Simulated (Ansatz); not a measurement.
Mg2Au in space group Pnma (No. 62; Mg on 4c, Mg on 4c, Au on 4c), r²SCAN in the plane-wave PAW code Ansatz, all energies at zero smearing, with the estimated change up to a 700 eV cutoff added, with one set of potentials and settings (totals compare only within such a set). Cell of 12 atoms (8 Mg, 4 Au): -68071.471 eV.

| element | reference phase | E (eV/atom) |
|---|---|---|
| Mg | P6_3/mmc, 2 atoms in the cell | -1926.4086 |
| Au | Fm-3m, 1 atoms in the cell | -13163.5078 |

Formation energy per atom, worked out: (-68071.471 − 8×(-1926.4086) − 4×(-13163.5078))/12 = -0.514 eV/atom (-50 kJ per mol of atoms), at 0 K, without zero-point energy or fitted corrections.

The workflow started from a Materials Project entry (that database holds measured and hypothetical structures alike); the Crystallography Open Database files this formula in space group No. 62, but the cells were not matched. Whether it is the stable phase at ambient conditions was not checked. Symmetry was held in the r²SCAN relaxation; its stability against distortions is not shown here. The references are the lowest solids computed at this level, not always the standard phases. Scalar-relativistic: spin–orbit coupling is off unless named, which matters more the heavier the elements.

Potentials: the later of the program's two PAW sets.
